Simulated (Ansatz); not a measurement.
# Levels of theory for FeFI (Janus 2H monolayer)

All numbers come from the PAW code Ansatz. The calculation is non-magnetic, and the structure need not be a phase that has been made.

The cell is FeFI as a Janus 2H monolayer; cell and atoms were relaxed with r2SCAN. The sheet's in-plane cell has a = 3.506 Å, b = 3.506 Å (γ = 120.0°), and its outermost atoms lie 2.62 Å apart along the normal. Fe is surrounded by 3 F at 2.36 Å and 3 I at 2.46 Å; F is surrounded by 3 Fe at 2.36 Å; I is surrounded by 3 Fe at 2.46 Å.

```cif
data_structure
_symmetry_space_group_name_H-M 'P 1'
_symmetry_Int_Tables_number 1
_cell_length_a 3.5057
_cell_length_b 3.5057
_cell_length_c 29.5474
_cell_angle_alpha 90.000
_cell_angle_beta 90.000
_cell_angle_gamma 120.000
_cell_volume 314.48
loop_
_atom_site_label
_atom_site_type_symbol
_atom_site_fract_x
_atom_site_fract_y
_atom_site_fract_z
_atom_site_occupancy
Fe1 Fe 0.33333 0.66667 0.30659 1
F1 F 0.66667 0.33333 0.34790 1
I1 I 0.66667 0.33333 0.25930 1
```
Periodic in the plane only; c spans the vacuum.

Relaxed lattice by functional, symmetry kept:
```csv
functional,k mesh,a (Å),thickness (Å)
PBE,12×12×1,3.518,2.61
r2SCAN,12×12×1,3.506,2.62
PBEsol,12×12×1,3.449,2.57
LDA,12×12×1,3.406,2.54
HSE06,6×6×1,3.533,2.71
```

Band edges at fixed r2SCAN geometry:

| level | k mesh | gap (eV) | kind | edges | least direct gap (eV) | rough cost |
| --- | --- | --- | --- | --- | --- | --- |
| LDA | 12×12×1 | 0.29 | indirect | (0.198, 0.208, 0) → Γ–M (0.67) | 0.35 | 23 core-seconds |
| PBE | 12×12×1 | 0.36 | indirect | K–Γ (0.40) → Γ–M (0.67) | 0.42 | 26 core-seconds |
| PBE+SOC | 12×12×1 | 0.32 | indirect | M–K (0.50) → Γ–M (0.66) | 0.39 | 2.3 core-minutes |
| r2SCAN | 12×12×1 | 0.86 | indirect | M → Γ–M (0.66) | 0.89 | 50 core-seconds |
| r2SCANh | 6×6×1 | 2.31 | indirect | Γ–M (0.67) → K | 2.36 | 10 core-minutes |
| HSE06 | 6×6×1 | 3.10 | indirect | Γ–M (0.33) → K | 3.20 | 8 core-minutes |
| PBE0 | 6×6×1 | 3.89 | indirect | Γ–M (0.33) → K | 3.99 | 8 core-minutes |
| Hartree-Fock | 6×6×1 | 9.22 | direct | Γ | 9.22 | 11 core-minutes |

PBE, PBE+SOC: smearing of 0.02 eV; the others have fixed occupations.
Wave cutoffs: 420 eV, 500 eV (r2SCAN, r2SCANh).
Points off the special ones are mesh points or PBE's searched band edges, reused at the other levels.
Costs come from shared machines and give only the order; PBE's includes the band path. The runs had 4 threads of Arm Neoverse V2, with other jobs on the host.

With HSE06 the valence top lies at Γ–M (0.33 of the way from Γ) and the conduction bottom at K, 3.10 eV higher; the smallest vertical gap, at Γ–M (0.66 of the way from Γ), is 3.20 eV. Spin-orbit coupling changes the PBE gap by -0.04 eV, to 0.32 eV.

r2SCAN covers 18 % of the step from PBE to HSE06, while HSE06 needs about 10 times r2SCAN's rough cost (on a coarser mesh). For gaps to 0.1 eV, spin-orbit coupling (up to 0.04 eV here) can be left out. Direct and least gap lie within 0.04 eV at some levels, so the kind of gap isn't settled.

Only the levels marked +SOC include spin-orbit coupling.

Coordinates of k points refer to the reciprocal vectors of the primitive cell of the runs.

The meshes of the hybrids are coarse, so their gaps aren't converged to the digits shown.

For some runs the program warns that the potential is rough where the density is thin, which bears on empty states near the vacuum.
